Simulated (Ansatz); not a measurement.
Input file for Ansatz (an electronic-structure program):

Ansatz 0.2 input:
```yaml
crystal:
  lattice:
    - [0.0, 4.753610085, 4.753610085]
    - [4.753610085, 0.0, 4.753610085]
    - [4.753610085, 4.753610085, 0.0]
  atoms:
    - { symbol: V, position: [0.6038977836, 0.6038977836, 0.1883066492] }
    - { symbol: V, position: [0.6038977836, 0.1883066492, 0.6038977836] }
    - { symbol: V, position: [0.1883066492, 0.6038977836, 0.6038977836] }
    - { symbol: V, position: [0.6038977836, 0.6038977836, 0.6038977836] }
    - { symbol: Ga, position: [0.0, 0.0, 0.0] }
    - { symbol: S, position: [0.8624062278, 0.8624062278, 0.4127813165] }
    - { symbol: S, position: [0.8624062278, 0.4127813165, 0.8624062278] }
    - { symbol: S, position: [0.4127813165, 0.8624062278, 0.8624062278] }
    - { symbol: S, position: [0.8624062278, 0.8624062278, 0.8624062278] }
    - { symbol: S, position: [0.3694842894, 0.3694842894, 0.8915471317] }
    - { symbol: S, position: [0.3694842894, 0.8915471317, 0.3694842894] }
    - { symbol: S, position: [0.8915471317, 0.3694842894, 0.3694842894] }
    - { symbol: S, position: [0.3694842894, 0.3694842894, 0.3694842894] }
kpoints:
  mp_grid: { grid: [16, 16, 16] }
hamiltonian:
  xc: pbesol
  pseudopotentials: { kind: paw }
scf:
  occupations: { method: fermi_dirac, width: 0.1 }
elastic: { mode: relaxed_ion, stencil: two_point, amplitude: 0.005, f_tol: 0.0005 }
```

Output (shortened):

```
Pseudopotentials: kind: paw
Pseudopotential: V, paw, valence charge 13
Pseudopotential: Ga, paw, valence charge 13
Pseudopotential: S, paw, valence charge 6
Functional definition: PBEsol
Crystal: 13 atoms, lattice volume = 214.833 Å³
Basis set: ecut = 420 eV, 4279 PW (Γ), exchange–correlation on 96×96×96 points (8 copies of the dense FFT grid, shifted against one another)
Bands: 70, of which v1, the nominal top of the filled ones, is band 57 counted from 1 (56 counted from 0)
Symmetry: 24 space group operations
Space group: F-43m (ITA 216), of the structure as read, at distance tolerance 6.0e-5 Å
k-points: 145 of 4096 (time reversal used)
PAW frozen core: V, regenerated for the run's functional, and the local potential with it
PAW frozen core: Ga, regenerated for the run's functional, and the local potential with it
PAW frozen core: S, regenerated for the run's functional, and the local potential with it
Initial wavefunctions: pseudopotential atomic-orbital guess
Eigensolver: davidson
Functional: x = pbesol(κ = 0.804, μ = 0.12345679012345678), c = pbesol(β = 0.046)
all-band conjugate gradients solve this SCF's bands
the search or the solves at the SCF's close seem to have found levels that the self-consistency loop had missed (the run counts 1) …
SCF 1 converged in 16 iterations: F = -22376.673447 eV  dr2 = 9.14e-15
relax step   1: F+E_penalty+E_count = -22376.67344702 eV  Δ(F+E_penalty+E_count) = +0.000e0 eV  max|allowed force component| = 1.407e-2 eV/Å  Δτ_max = 0.0000 Å  (16 SCF iters, accepted)
Crystal: 13 atoms, lattice volume = 214.833 Å³
Initial density: handed on by an earlier stage of this run
Initial wavefunctions: pseudopotential atomic-orbital guess (no wavefunctions were taken with the density)
SCF 2 converged in 13 iterations: F = -22376.673505 eV  dr2 = 1.36e-14
relax step   2: F+E_penalty+E_count = -22376.67350480 eV  Δ(F+E_penalty+E_count) = -5.778e-5 eV  max|allowed force component| = 3.536e-3 eV/Å  Δτ_max = 0.0012 Å  (13 SCF iters, accepted)
density extrapolation: transplant  |δρ|_rms = 3.310e-2 e/Å³  SAD shift = 4.730e-4 e/Å³
Crystal: 13 atoms, lattice volume = 214.833 Å³
Initial wavefunctions: those handed on with the density
SCF 3 converged in 10 iterations: F = -22376.673508 eV  dr2 = 2.61e-14
relax step   3: F+E_penalty+E_count = -22376.67350845 eV  Δ(F+E_penalty+E_count) = -3.654e-6 eV  max|allowed force component| = 5.194e-4 eV/Å  Δτ_max = 0.0002 Å  (10 SCF iters, accepted)
density extrapolation: transplant  |δρ|_rms = 3.310e-2 e/Å³  SAD shift = 8.423e-5 e/Å³
Crystal: 13 atoms, lattice volume = 214.833 Å³
SCF 4 converged in 8 iterations: F = -22376.673509 eV  dr2 = 9.65e-14
[...]
relax step   5: F+E_penalty+E_count = -22376.67254461 eV  Δ(F+E_penalty+E_count) = -4.038e-7 eV  max|allowed force component| = 9.602e-5 eV/Å  Δτ_max = 0.0002 Å  (10 SCF iters, accepted)
Crystal: 13 atoms, lattice volume = 214.831 Å³
SCF 22 converged in 12 iterations: F = -22376.672545 eV  dr2 = 4.22e-18
Crystal: 13 atoms, lattice volume = 214.831 Å³
SCF 23 converged in 15 iterations: F = -22376.672313 eV  dr2 = 1.53e-14
relax step   1: F+E_penalty+E_count = -22376.67231343 eV  Δ(F+E_penalty+E_count) = +0.000e0 eV  max|allowed force component| = 5.366e-2 eV/Å  Δτ_max = 0.0000 Å  (15 SCF iters, accepted)
density extrapolation: transplant  |δρ|_rms = 3.310e-2 e/Å³  SAD shift = 1.189e-2 e/Å³
Crystal: 13 atoms, lattice volume = 214.831 Å³
SCF 24 converged in 12 iterations: F = -22376.672542 eV  dr2 = 2.29e-14
relax step   2: F+E_penalty+E_count = -22376.67254212 eV  Δ(F+E_penalty+E_count) = -2.287e-4 eV  max|allowed force component| = 2.357e-3 eV/Å  Δτ_max = 0.0044 Å  (12 SCF iters, accepted)
density extrapolation: transplant  |δρ|_rms = 3.310e-2 e/Å³  SAD shift = 2.003e-3 e/Å³
Crystal: 13 atoms, lattice volume = 214.831 Å³
SCF 25 converged in 10 iterations: F = -22376.672544 eV  dr2 = 7.04e-14
relax step   3: F+E_penalty+E_count = -22376.67254390 eV  Δ(F+E_penalty+E_count) = -1.780e-6 eV  max|allowed force component| = 1.406e-3 eV/Å  Δτ_max = 0.0007 Å  (10 SCF iters, accepted)
density extrapolation: transplant  |δρ|_rms = 3.310e-2 e/Å³  SAD shift = 6.301e-4 e/Å³
Crystal: 13 atoms, lattice volume = 214.831 Å³
SCF 26 converged in 9 iterations: F = -22376.672545 eV  dr2 = 4.39e-14
relax step   4: F+E_penalty+E_count = -22376.67254461 eV  Δ(F+E_penalty+E_count) = -7.111e-7 eV  max|allowed force component| = 9.057e-5 eV/Å  Δτ_max = 0.0002 Å  (9 SCF iters, accepted)
Crystal: 13 atoms, lattice volume = 214.831 Å³
SCF 27 converged in 11 iterations: F = -22376.672545 eV  dr2 = 1.95e-17
SCF converged after 14 iterations
Stability not checked: this state was not tested for a lower state beside it, because too few of the mixer's solves of this state at the end of the SCF gave a …
Free energy (F): -22376.673509 eV
Harris-Foulkes:  -22376.673509 eV  (|F-HF|=1.46e-11)
Internal energy: -22376.422792 eV  (E = F + TS)
E sigma→0 (E₀):  -22376.548150 eV
Entropy (-TS):   -0.250717 eV (-19.286 meV/atom)
Fermi energy:    9.862040 eV
--- Per-component energies (eV) ---
  E_band       = -855.620102
  E_kinetic    = 2325.715157
  E_local      = -9132.552646  (includes V_loc(G=0)·N_el)
  E_nonlocal   = 476.099700
  E_hartree    = 4069.384532
  E_xc         = -1360.815877
  E_vxc        = -1423.835867  (∫ρ·V_xc dr)
  E_paw        = -10968.216466  (= ΣΔE_a)
  E_vpaw       = -1239.816449  (= ΣTr[D̂ρ^β])
  E_aug_tail   = 0.000940  (compensation charges beyond the density's cutoff)
  E_ewald      = -7787.995420
  E_core_change = 1.957289  (= ΣΔE_core)
  E_smearing   = -0.250717  (= −TS)
  E_closure    =  0.000000  (closes the sum)
  Σ components = -22376.673509   (vs F -22376.673509, Δ=0.00e0)
--- Forces (eV/Å), atoms counted from 1 ---
  atom   1  V     -0.00000465    -0.00000465     0.00000465
  atom   2  V     -0.00000465     0.00000465    -0.00000465
  atom   3  V      0.00000465    -0.00000465    -0.00000465
  atom   4  V      0.00000465     0.00000465     0.00000465
  atom   5  Ga     0.00000000     0.00000000     0.00000000
  atom   6  S      0.00002789     0.00002789    -0.00002789
  atom   7  S      0.00002789    -0.00002789     0.00002789
  atom   8  S     -0.00002789     0.00002789     0.00002789
  atom   9  S     -0.00002789    -0.00002789    -0.00002789
  atom  10  S     -0.00000277    -0.00000277     0.00000277
  atom  11  S     -0.00000277     0.00000277    -0.00000277
  atom  12  S      0.00000277    -0.00000277    -0.00000277
  atom  13  S      0.00000277     0.00000277     0.00000277
  max |Σ_I F_I| component: 8.41e-17 eV/Å
--- Stress (GPa, compression-positive) ---
        0.143752       0.000000       0.000000
        0.000000       0.143752       0.000000
        0.000000       0.000000       0.143752
  P = ⅓ Tr σ = 0.1438 GPa (1.438 kbar)
  The stress holds the Pulay correction. Without it, at fixed plane waves, as pw.x and ABINIT print it: P = 0.1158 GPa
  The stress includes an estimate of the error left by incomplete SCF convergence (largest component 0.0000 GPa).
--- Band table (eV; the first three rows and the last of 145) ---
  k-point 0: bands = ["-54.3433", "-54.3027", "-54.3027", "-54.3027", "-28.5833", "-28.3900", "-28.3900", "-28.3900", "-28.2849", "-28.2849", "-28.2289", "-28.2289", "-28.2289", "-28.1871", "-28.1871", "-28.1871", "-5.3575", "-5.3575", "-5.3575", "-5.1423", …
  k-point 1: bands = ["-54.3433", "-54.3027", "-54.3027", "-54.3027", "-28.5831", "-28.3900", "-28.3899", "-28.3899", "-28.2849", "-28.2849", "-28.2291", "-28.2289", "-28.2289", "-28.1872", "-28.1872", "-28.1871", "-5.3608", "-5.3574", "-5.3574", "-5.1423", …
  k-point 2: bands = ["-54.3433", "-54.3028", "-54.3027", "-54.3027", "-28.5824", "-28.3901", "-28.3897", "-28.3897", "-28.2848", "-28.2848", "-28.2298", "-28.2290", "-28.2290", "-28.1875", "-28.1875", "-28.1871", "-5.3692", "-5.3573", "-5.3573", "-5.1423", …
  k-point 144: bands = ["-54.3429", "-54.3031", "-54.3027", "-54.3027", "-28.5749", "-28.3922", "-28.3863", "-28.3856", "-28.2846", "-28.2831", "-28.2335", "-28.2326", "-28.2313", "-28.1898", "-28.1892", "-28.1890", "-5.4105", "-5.3564", "-5.3552", "-5.1435", …
  band table: 70 of 70 bands, residual norms ≤ 1.0e-3 eV
--- Elastic constants: 2 strain directions × 2 members + reference (group order 24) ---
  dense FFT box of the reference and of every strained cell: 48×48×48
  strains applied: 11, 23; error gains: componentwise 1.00 (the most a stress slope's error grows in a printed constant), spectral 1.73 (1 for all six strains …
  reference relaxed by the batch: 4 steps …
  largest displacement 1.3e-3 Å; the constants are those of the deck's cell at these positions:
  atoms:
    - { symbol: V, position: [0.6038883620899491, 0.6038883620899491, 0.18833491373015254] }
    - { symbol: V, position: [0.6038883620899491, 0.18833491373015254, 0.6038883620899491] }
    - { symbol: V, position: [0.18833491373015254, 0.6038883620899491, 0.6038883620899491] }
    - { symbol: V, position: [0.6038883620899491, 0.6038883620899491, 0.6038883620899491] }
    - { symbol: Ga, position: [-4.26965336813607e-17, -4.270878748492837e-17, -4.269839094129741e-17] }
    - { symbol: S, position: [0.8624010644800569, 0.8624010644800569, 0.4127968065598292] }
    - { symbol: S, position: [0.8624010644800569, 0.4127968065598292, 0.8624010644800569] }
    - { symbol: S, position: [0.4127968065598292, 0.8624010644800569, 0.8624010644800569] }
    - { symbol: S, position: [0.8624010644800569, 0.8624010644800569, 0.8624010644800569] }
    - { symbol: S, position: [0.3694066258729631, 0.3694066258729631, 0.8917801223811104] }
    - { symbol: S, position: [0.3694066258729631, 0.8917801223811104, 0.369406625872963] }
    - { symbol: S, position: [0.8917801223811104, 0.3694066258729631, 0.369406625872963] }
    - { symbol: S, position: [0.3694066258729631, 0.3694066258729631, 0.3694066258729631] }
  C = ∂σ_k/∂η_j (tension-positive GPa; Voigt order 11 22 33 23 13 12):
       147.385     61.047     61.047      0.000      0.000      0.000
        61.047    147.385     61.047      0.000      0.000      0.000
        61.047     61.047    147.385      0.000      0.000      0.000
         0.000      0.000      0.000     57.368      0.000      0.000
         0.000      0.000      0.000      0.000     57.368      0.000
         0.000      0.000      0.000      0.000      0.000     57.368
  reference stress σ⁰ (GPa):     -0.144     -0.144     -0.144      0.000      0.000      0.000
  moduli (Voigt/Reuss/Hill, GPa): K = 89.83/89.83/89.83   G = 51.69/50.70/51.19   E = 129.06   ν = 0.261
  mechanically stable: yes (min eigenvalue of sym C = 57.37 GPa)
  strain η (Voigt 11):  stress-route row diagonal C_11 = 147.39 GPa, energy-path curvature d²(F+E_count+ΔE)/dδ²/Ω₀ = 147.42 GPa
         δ    σ_11 (GPa)             F (eV)   n_scf  n_hpsi   n_pw
    -5.000e-3      -0.8882      -22376.6700597      12  449996   4247   relax 5 steps, max|allowed force component| 1.98e-5 eV/Å
     5.000e-3       0.5857      -22376.6720134      12  437593   4279   relax 4 steps, max|allowed force component| 8.59e-5 eV/Å
  strain η (Voigt 23):  stress-route row diagonal C_44 = 57.37 GPa, energy-path curvature d²(F+E_count+ΔE)/dδ²/Ω₀ = 57.45 GPa
         δ    σ_23 (GPa)             F (eV)   n_scf  n_hpsi   n_pw
    -5.000e-3      -0.2868      -22376.6725446      12  778563   4279   relax 5 steps, max|allowed force component| 9.60e-5 eV/Å
     5.000e-3       0.2868      -22376.6725446      11  735191   4279   relax 4 steps, max|allowed force component| 9.06e-5 eV/Å
```

Cost: very roughly 6 core-hours on shared cores.

The first step of the workflow began from a Materials Project structure, measured or hypothetical; the Crystallography Open Database files this formula in space group No. 216, but the cells were not matched. Whether it is the stable phase at ambient conditions was not checked. The cell was relaxed with PBEsol under the symmetry of its start; whether a distortion lowers the energy is not shown. The run is not spin-polarised. As this level gives no gap, shear constants depend on the k-mesh and smearing (Fermi–Dirac, 0.1 eV here). Spin–orbit coupling is left out wherever it is not named.

Potentials: the later of the program's two PAW sets.

Ansatz is a plane-wave DFT program.
